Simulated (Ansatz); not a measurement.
Sc₂C:
```cif
data_C2Sc4
_chemical_formula_sum 'Sc4 C2'
_space_group_name_H-M_alt 'P 1'
_space_group_IT_number 1
_cell_length_a 3.57571
_cell_length_b 3.57571
_cell_length_c 6.41392
_cell_angle_alpha 90.000
_cell_angle_beta 90.000
_cell_angle_gamma 90.000
loop_
_space_group_symop_operation_xyz
  'x, y, z'
loop_
_atom_site_label
_atom_site_type_symbol
_atom_site_fract_x
_atom_site_fract_y
_atom_site_fract_z
_atom_site_occupancy
Sc1 Sc 0.00000 0.00000 0.00000 1
Sc2 Sc 0.50000 0.50000 0.00000 1
Sc3 Sc 0.50000 0.00000 0.37529 1
Sc4 Sc 0.00000 0.50000 0.62471 1
C1 C 0.50000 0.00000 0.73052 1
C2 C 0.00000 0.50000 0.26948 1
```

This is the LDA-relaxed structure.

Q: All from the program Ansatz at the LDA level (PAW), unless another level is named. Estimate the electronic character.

A: metallic (no gap).

Q: Give the density of states at the Fermi level.

A: 0.47 states/eV per atom (mean over ±0.08 eV).

Q: Predict the formation energy from the elements (no fitted shifts).

A: -0.088 eV/atom.

Space group P4/nmm. The cell is a constructed one: a structure type filled with these elements; neither database checked (COD, Materials Project) lists it. Its standing as an ambient phase is unchecked. The LDA relaxation kept the symmetry of its start. At this level the phase is dynamically unstable (imaginary phonons). No spin polarisation was allowed. The references are the lowest solids computed at this level, not always the standard phases.

Potentials: the earlier of the program's two PAW sets. The files were generated under PBE; for other functionals the program regenerates the frozen cores, and for LDA and PBEsol the local potential too.
